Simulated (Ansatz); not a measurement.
## Is this MgTi2N3 structure a true minimum?

The structure comes from a generated guess, relaxed at this level; another structure or a mixture of phases may lie lower.

Computed with DFT PBE, scalar-relativistic, plane waves, PAW in Ansatz. Plane waves to 420 eV, a k mesh through Γ of 12×12×4 on the computed 6-atom cell and Gaussian smearing (0.10 eV); no spin polarisation.

The cell below (6 atoms, space group P-3m1 (No. 164)) is relaxed within its symmetry.

```
CELL_PARAMETERS angstrom
3.00990 0.00000 0.00000
-1.50495 2.60665 0.00000
0.00000 0.00000 7.49025
ATOMIC_POSITIONS crystal
Mg 0.00000 0.00000 0.50000
Ti 0.33333 0.66667 0.16607
Ti 0.66667 0.33333 0.83393
N 0.33333 0.66667 0.68088
N 0.66667 0.33333 0.31912
N 0.00000 0.00000 0.00000
```

For the test a repeat of it with 12 atoms (edges 3.01, 5.21, 7.49 Å) was strained at random (σ = 1.5 % a component), the atoms were moved at random (σ = 0.10 Å), and all was relaxed again on a coarse 8×4×4 mesh (in the run’s order of axes) with 0.20 eV smearing, with no symmetry imposed.

Task: Does it come back?

Result: It returns, within 1 meV/atom of the unmoved cell on that mesh and with the same symmetry when read at 0.1 Å. So it is stable against the distortions that fit this cell and that this random move excites. Modes that don't fit the cell aren't tested.
